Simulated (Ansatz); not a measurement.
Data sheet: Ge2Sb2Te5 (DFT)

Ge₂Sb₂Te₅:
```
CELL_PARAMETERS angstrom
      4.19783     0.00000     0.00000
     -2.09891     3.63542     0.00000
      0.00000     0.00000    16.64584
ATOMIC_POSITIONS crystal
  Ge 0.33333 0.66667 0.89923
  Ge 0.66667 0.33333 0.10077
  Sb 0.00000 0.00000 0.68131
  Sb 0.00000 0.00000 0.31869
  Te 0.00000 0.00000 0.00000
  Te 0.66667 0.33333 0.80070
  Te 0.33333 0.66667 0.19930
  Te 0.33333 0.66667 0.57820
  Te 0.66667 0.33333 0.42180
```

Space group P-3m1 (No. 164); conventional cell a = b = 4.1978 Å, c = 16.6458 Å, α = β = 90.00°, γ = 120.00°.

Method: DFT-LDA in the program Ansatz with PAW potentials. Geometry: relaxed at this level of theory. Other levels are named where they apply.

**Cell and energy**

Volume per atom: 28.23 Å³
Density: 6.71 g/cm³
Formation energy from the elements (no fitted shifts): -0.10 eV/atom

**Electronic structure**

* **Electronic character**: no gap, with almost no states at the Fermi level (zero-gap or semimetallic)
* **Density of states at the Fermi level**: 0.00 states/eV per atom (mean over ±0.08 eV)

**Mechanics**

- Elastic constants (relaxed ions, GPa) = C11 = 96.0, C12 = 21.1, C13 = 32.6, C14 = 20.8, C33 = 67.3, C44 = 46.3
- Mechanical stability = stable (all eigenvalues of C positive)
- Hill bulk and shear moduli = 47.8 and 32.7 GPa
- Young's modulus = 80.0 GPa
- Poisson's ratio = 0.22
- Debye temperature from the elastic constants = 239 K

**Phonons**

- Highest zone-centre frequency = 170 cm⁻¹
- Zone-centre stability = no imaginary mode at Γ

The LDA relaxation kept the symmetry of its start. A crystal of weakly bound layers computed without a dispersion correction: the cell and the soft elastic constants depend strongly on that. As this level gives no gap, shear constants depend on the k-mesh and smearing (Fermi–Dirac, 0.1 eV here). As this level gives no gap, phonon frequencies hold no LO–TO term and depend on the k-mesh and smearing (Fermi–Dirac, 0.1 eV here). The references are the lowest solids computed at this level, not always the standard phases. Spin–orbit coupling is left out wherever it is not named.

Potentials: the later of the program's two PAW sets.
